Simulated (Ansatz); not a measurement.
**Calculation log, Bi2Te3 (R-3m) (phonons)**

Computed with PBEsol, all-electron LAPW in Ansatz 0.2.0, scalar-relativistic; not a measurement.

The cell is the relaxed one with its volume scaled by 0.97; the atoms were then relaxed by PAW.

Command line:

```sh
ansatz run input.yaml --threads 2 --pin off --max-ram 6144MiB --backend cpu --events-out ev --progress --plain --runs-dir out
```

input.yaml:

```yaml
crystal:
  lattice:
    - [2.1690431886, 1.25229766882, 9.99263204327]
    - [-2.1690431886, 1.25229766882, 9.99263204327]
    - [0.0, -2.50459533765, 9.99263204327]
  atoms:
    - { symbol: Bi, position: [0.400401576891, 0.400401576891, 0.400401576891] }
    - { symbol: Bi, position: [0.599598423109, 0.599598423109, 0.599598423109] }
    - { symbol: Te, position: [0.0, 0.0, 0.0] }
    - { symbol: Te, position: [0.208405242365, 0.208405242365, 0.208405242365] }
    - { symbol: Te, position: [0.791594757635, 0.791594757635, 0.791594757635] }
kpoints:
  mp_grid: { grid: [8, 8, 8] }
scf:
  occupations: { method: fixed }
hamiltonian:
  xc: pbesol
  pseudopotentials: { kind: all_electron, lapw: { basis_error: 0.001 } }
phonons:
  supercell: [1, 1, 1]
```

Output:

```
Warning: RAYON_NUM_THREADS=2 ignored (pool sized by the plan → 2); use --threads N
LAPW: plane waves up to 7.689 Å⁻¹, error target 1.0e-3 eV per atom; small_component_spin mean_spin; Te in spheres of 1.453 Å, 24 of its electrons in bands, Dirac shells []; Bi in spheres of 1.502 Å, 37 of its electrons in bands, ...
Engine: ansatz 0.2.0, x86_64-unknown-linux-gnu
Pseudopotentials: kind: all_electron
Pseudopotential: Bi, LAPW, valence charge 37, lapw/all_electron/scalar/gaussian/Bi, Koelling and Harmon's equation, gaussian nucleus
Pseudopotential: Te, LAPW, valence charge 24, lapw/all_electron/scalar/gaussian/Te, Koelling and Harmon's equation, gaussian nucleus
Functional definition: PBEsol
  exchange = pbesol_x
  correlation = pbesol_c
davidson cushion auto → on  (no smearing: the cushion is to keep the highest requested band from converging to the state above it; pin scf.eigensolver.cushion to override)
Crystal: 5 atoms, lattice volume = 162.857 Å³
Basis set: ecut = 225.23912501406406 eV, 1255 PW (Γ), FFT grids on a1−a3, a2−a3, a3, exchange–correlation at level 2
Bands: 88, of which v1, the nominal top of the filled ones, is band 73 counted from 1 (72 counted from 0)
Symmetry: 12 space group operations
k-points: 65 of 512
Non-local potential: Bi, projectors of the file, none
Non-local potential: Te, projectors of the file, none
Initial density: superposition of atomic densities (chi_scale 0.1, normalization cell, long waves kept (reshape's long-wave potential 0.13 eV rms))
Initial wavefunctions: plane waves of lowest kinetic energy (no species holds an atomic orbital)
Functional: x = pbesol(κ = 0.804, μ = 0.12345679012345678), c = pbesol(β = 0.046)
iter 1 solved again at ethr=6.82e-4 eV; its pass at ethr=1.00e-1 eV (dr2=9.96e-1 eV) is discarded
SCF iter   1: F=—  HF=-1725522.102258 eV  |F-HF|=—  |Δ(HF+E_count)|=         —  Δρ=1.56e-2  dr2=9.97e-1  ethr=6.82e-4  ⟨swp⟩=2.3  Hψ=35355  notcnv=0
preconditioner: auto → Resta (q_TF=auto, 2.679 Å⁻¹)  ε∞=3.0  [insulator: Δε(μ)=0.362 eV  Ē_g=10.871 eV  n_scr=44 (ndim 8)  ℏωp=15.4 eV  f_vac=0.088  ε∞_Penn≈3.0]
SCF iter   2: F=—  HF=-1725521.888611 eV  |F-HF|=—  |Δ(HF+E_count)|=   2.14e-1  Δρ=7.18e-3  dr2=2.19e-1  ethr=6.82e-4  ⟨swp⟩=2.8  Hψ=17876  notcnv=0
SCF iter   3: F=—  HF=-1725521.872795 eV  |F-HF|=—  |Δ(HF+E_count)|=   1.58e-2  Δρ=4.60e-3  dr2=1.15e-1  ethr=1.50e-4  ⟨swp⟩=2.9  Hψ=17956  notcnv=0
SCF iter   4: F=—  HF=-1725521.862048 eV  |F-HF|=—  |Δ(HF+E_count)|=   1.07e-2  Δρ=2.00e-3  dr2=1.36e-2  ethr=7.85e-5  ⟨swp⟩=2.6  Hψ=17276  notcnv=0
iter 5 solved again at ethr=2.33e-7 eV; its pass at ethr=9.30e-6 eV (dr2=3.41e-4 eV) is discarded
SCF iter   5: F=—  HF=-1725521.862345 eV  |F-HF|=—  |Δ(HF+E_count)|=         —  Δρ=4.14e-4  dr2=3.41e-4  ethr=2.33e-7  ⟨swp⟩=2.4  Hψ=30455  notcnv=0
the basis was enlarged: its passes take 188.3 KiB over the memory plan, 2 of 2 planned eigensolver slots
SCF iter   6: F=—  HF=-1725521.862226 eV  |F-HF|=—  |Δ(HF+E_count)|=   1.19e-4  Δρ=1.10e-4  dr2=2.40e-5  ethr=2.33e-7  ⟨swp⟩=3.0  Hψ=18576  notcnv=0
SCF iter   7: F=—  HF=-1725521.862241 eV  |F-HF|=—  |Δ(HF+E_count)|=   1.51e-5  Δρ=4.29e-5  dr2=4.40e-6  ethr=1.64e-8  ⟨swp⟩=3.0  Hψ=18803  notcnv=0
[... 48 lines left out ...]
SCF iter   4: F=—  HF=-1725521.862021 eV  |F-HF|=—  |Δ(HF+E_count)|=   5.29e-7  Δρ=1.92e-5  dr2=1.23e-6  ethr=6.33e-9  ⟨swp⟩=2.8  Hψ=41288  notcnv=0
SCF iter   5: F=—  HF=-1725521.862021 eV  |F-HF|=—  |Δ(HF+E_count)|=   1.35e-8  Δρ=6.20e-6  dr2=1.49e-7  ethr=8.43e-10  ⟨swp⟩=2.9  Hψ=41512  notcnv=0
SCF iter   6: F=—  HF=-1725521.862021 eV  |F-HF|=—  |Δ(HF+E_count)|=   2.21e-8  Δρ=2.28e-6  dr2=1.51e-8  ethr=1.02e-10  ⟨swp⟩=3.0  Hψ=41954  notcnv=0
iter 7 solved again at ethr=1.00e-12 eV; its pass at ethr=1.04e-11 eV (dr2=1.40e-9 eV) is discarded
SCF iter   7: F=—  HF=-1725521.862021 eV  |F-HF|=—  |Δ(HF+E_count)|=   5.82e-9  Δρ=7.04e-7  dr2=1.40e-9  ethr=6.31e-12 (applied; sched 1.00e-12)  ⟨swp⟩=2.0  Hψ=72436  notcnv=0
SCF iter   8: F=-1725521.862021 eV  HF=-1725521.862021 eV  |F-HF|=4.66e-10  |Δ(HF+E_count)|=   2.10e-9  Δρ=2.76e-7  dr2=2.01e-10  ethr=8.95e-12 (applied; sched 1.00e-12)  ⟨swp⟩=2.5  Hψ=41032  notcnv=0
SCF 5 converged in 8 iterations: F = -1725521.862021 eV  dr2 = 2.01e-10
iter 1 solved again at ethr=7.20e-8 eV; its pass at ethr=1.00e-1 eV (dr2=1.05e-4 eV) is discarded
SCF iter   1: F=—  HF=-1725521.862039 eV  |F-HF|=—  |Δ(HF+E_count)|=         —  Δρ=1.28e-4  dr2=9.09e-5  ethr=7.20e-8  ⟨swp⟩=5.4  Hψ=108845  notcnv=0
preconditioner: auto → Resta (q_TF=auto, 2.679 Å⁻¹)  ε∞=3.0  [insulator: Δε(μ)=0.201 eV  Ē_g=10.820 eV  n_scr=44 (ndim 8)  ℏωp=15.4 eV  f_vac=0.101  ε∞_Penn≈3.0]
SCF iter   2: F=—  HF=-1725521.862027 eV  |F-HF|=—  |Δ(HF+E_count)|=   1.16e-5  Δρ=7.69e-5  dr2=2.36e-5  ethr=6.23e-8  ⟨swp⟩=3.0  Hψ=41634  notcnv=0
SCF iter   3: F=—  HF=-1725521.862025 eV  |F-HF|=—  |Δ(HF+E_count)|=   1.62e-6  Δρ=4.51e-5  dr2=9.09e-6  ethr=1.61e-8  ⟨swp⟩=2.8  Hψ=41328  notcnv=0
SCF iter   4: F=—  HF=-1725521.862025 eV  |F-HF|=—  |Δ(HF+E_count)|=   4.74e-7  Δρ=2.15e-5  dr2=1.51e-6  ethr=6.22e-9  ⟨swp⟩=2.8  Hψ=41232  notcnv=0
SCF iter   5: F=—  HF=-1725521.862025 eV  |F-HF|=—  |Δ(HF+E_count)|=   2.26e-8  Δρ=6.97e-6  dr2=1.62e-7  ethr=1.04e-9  ⟨swp⟩=3.0  Hψ=41560  notcnv=0
iter 6 solved again at ethr=1.09e-11 eV; its pass at ethr=1.11e-10 eV (dr2=1.59e-8 eV) is discarded
SCF iter   6: F=—  HF=-1725521.862025 eV  |F-HF|=—  |Δ(HF+E_count)|=   2.12e-8  Δρ=2.48e-6  dr2=1.59e-8  ethr=1.09e-11  ⟨swp⟩=2.0  Hψ=70956  notcnv=0
SCF iter   7: F=—  HF=-1725521.862025 eV  |F-HF|=—  |Δ(HF+E_count)|=   8.38e-9  Δρ=7.33e-7  dr2=1.45e-9  ethr=1.09e-11  ⟨swp⟩=3.0  Hψ=43371  notcnv=0
SCF iter   8: F=-1725521.862025 eV  HF=-1725521.862025 eV  |F-HF|=0.00e0  |Δ(HF+E_count)|=   1.16e-9  Δρ=2.82e-7  dr2=2.08e-10  ethr=8.98e-12 (applied; sched 1.00e-12)  ⟨swp⟩=2.7  Hψ=41098  notcnv=0
SCF 6 converged in 8 iterations: F = -1725521.862025 eV  dr2 = 2.08e-10
SCF converged after 12 iterations
Free energy (F): -1725521.862245 eV
Harris-Foulkes:  -1725521.862245 eV  (|F-HF|=2.33e-10)
Internal energy: -1725521.862245 eV  (E = F + TS)
E sigma→0 (E₀):  -1725521.862245 eV
Fermi energy:    12.658483 eV
--- Per-component energies (eV) ---
  E_band       = -8679.667709
  E_kinetic    = 1941053.867563
  E_xc         = -35435.223501
  E_electrostatic = -3631140.506306  (all electrons and nuclei)
  E_smearing   = -0.000000  (= −TS)
  E_closure    = 0.000000  (closes the sum)
  Σ components = -1725521.862245   (vs F -1725521.862245, Δ=0.00e0)
  Basis errors (estimates in eV, not in F): energy 3.9e-4 per atom: plane waves 3.7e-4 (2.0e-4 summed), levels above the bands 0.0e0, relativity 2.1e-8, radial functions 2.4e-5, core shells 7.1e-8; eigenvalues (radial functions ...
--- Forces (eV/Å), atoms counted from 1 ---
  atom   1  Bi     0.00000000     0.00000000    -0.00017298
  atom   2  Bi     0.00000000    -0.00000000     0.00017298
  atom   3  Te     0.00000000     0.00000000     0.00000000
  atom   4  Te     0.00000000     0.00000000    -0.00180382
  atom   5  Te     0.00000000    -0.00000000     0.00180382
  max |Σ_I F_I| component: 1.48e-31 eV/Å
--- Phonons: 5 displaced members + reference (amplitude 0.01 Å, Σ member SCF iterations 37) ---
  symmetry images taken by strict's conditions (phonons.symmetry_images: auto; settled by no image being taken that strict refuses)
  ASR residual: 1.060e-3 → 0.000e0 eV/Å²; symmetrization residual: 4.358e-4 eV/Å²
  largest component of a force at the reference: 1.8e-3 eV/Å
  ASR residual per site (eV/Å²): 1.06e-3 1.06e-3 4.44e-4 1.81e-4 1.81e-4
  Γ frequencies (cm⁻¹): 0.00 0.00 0.00 43.46 43.46 66.38 73.88 73.88 101.28 101.28 105.78 113.81 113.81 130.50 142.34
  density of states and harmonic sums: on the 17×17×17 q-mesh, interpolated from the force constants of a 1×1×1 supercell (no non-analytic term)
  largest difference from the sums on the solved wave vectors: F 6.48e-1 eV, S 8.99e-4 and C_V 2.51e-4 eV/K
```

The run converged.

**Zone-centre phonons**

Harmonic phonons of a crystal by Kohn-Sham DFT at the given cell, standard atomic masses, acoustic sum rule imposed; negative wavenumbers are unstable modes; optical zone-centre levels upwards with Mulliken labels, activity, and the element with most of the kinetic energy.

```json
{
 "Point group": "-3m"
}
```

| number | phonon wavenumber (cm⁻¹) | label | infrared | raman | lead element |
| --- | --- | --- | --- | --- | --- |
| 1 | 43.5 | Eg | no | yes | Bi |
| 2 | 66.4 | A1g | no | yes | Bi |
| 3 | 73.9 | Eu | yes | no | Te |
| 4 | 101.3 | Eu | yes | no | Te |
| 5 | 105.8 | A2u | yes | no | Te |
| 6 | 113.8 | Eg | no | yes | Te |
| 7 | 130.5 | A2u | yes | no | Te |
| 8 | 142.3 | A1g | no | yes | Te |

Limits of these numbers: no spin-orbit coupling on heavy atoms; no dispersion correction, so the spacing and stiffness between layers or molecules are poor; cell scaled away from its relaxed volume; zone-boundary modes aren't tested; the gap is tiny at this level, and band order or a closed gap can change these values; no LO-TO term at the zone centre.

Cost: 14 min on 2 threads of Intel(R) Xeon(R) 6975P-C (Granite Rapids) (shared host), peak memory 2.1 GiB.
